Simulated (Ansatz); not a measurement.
CeO₂:
```yaml
crystal:
  lattice:
    - [0.00000, 2.73231, 2.73231]
    - [2.73231, 0.00000, 2.73231]
    - [2.73231, 2.73231, 0.00000]
  atoms:
    - { symbol: Ce, position: [0.00000, 0.00000, 0.00000] }
    - { symbol: O, position: [0.25000, 0.25000, 0.25000] }
    - { symbol: O, position: [0.75000, 0.75000, 0.75000] }
```

PBE in the plane-wave PAW code Ansatz gives a gap of 1.87 eV without spin–orbit coupling, maximum on the K–Γ line, 29 % of the way from K, minimum at L.

Task: What happens when spin–orbit coupling is switched on?

Result: The gap falls by 0.09 eV, to 1.78 eV; maximum on the K–Γ line, 28 % of the way from K, minimum at L.

Task: Give the electron effective mass with spin–orbit coupling.

Result: 2.0, 12, 12 mₑ (principal values).

Task: Give the hole effective mass with spin–orbit coupling.

Result: 1.1, 1.4, 2.1 mₑ (principal values).

Space group Fm-3m (fluorite). The PBE relaxation kept the symmetry of its start. No spin polarisation was allowed. The 4f shell is in the valence. No Hubbard U is applied.

Potentials: the earlier of the program's two PAW sets.
